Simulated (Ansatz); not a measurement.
**Moving the Hubbard U on La f, Mn d, Mo d in NaLaMnMoO6**

```
Na La Mn Mo O
1.0
     5.10934   -0.00669    0.01056
    -0.23945    5.68925    0.00703
    -0.92899   -2.82542    5.11884
Na La Mn Mo O
1 1 1 1 6
Cartesian
  1.9223 1.9516 0.3919
  -0.6075 1.8350 3.5165
  1.8742 -0.9083 2.0852
  4.0976 4.6175 1.5746
  2.6717 1.1441 5.1017
  2.9598 3.6581 2.8448
  3.1703 0.4987 1.9182
  0.4613 3.2483 1.8839
  0.7994 -0.1395 0.5996
  0.3708 -0.2245 3.2390
```

The cell comes from a database or a generator and needn't be the stable form of this composition.

Kept alike: task projected density of states; functional PBE; k mesh 6 × 6 × 5; occupations fermi-dirac, width 0.05 eV; collinear spin, ferromagnetic start. Program: Ansatz, Ansatz PAW, cutoff 420 eV. The mesh is that of the run's cell of 10 atoms. No spin-orbit coupling.

```tsv
Hubbard U on La f, Mn d, Mo d, U (eV)	pressure (GPa)	largest site moment (μB)
2	1.76	2.94
4	?	3.13
6	5.12	3.29
8	6.78	3.42
```

Pressure is positive in compression, with a Pulay correction for the finite cutoff. How U acts hangs on the program's projectors. The runs hold the magnetic state that their start led to, which needn't be the lowest. Site moments count inside each atom's sphere or projector. U is the effective U - J on orthogonalised atomic projectors. Double counting: fully localised limit (the default).

**Question.** Fit the rows shown and predict the run at 4 eV.

**Answer.** A least-squares line through the rows shown is pressure = 0.8371 U + 0.089 (largest miss 0.008); at U = 4 it gives 3.44 GPa. The run gave: pressure 3.50 GPa.
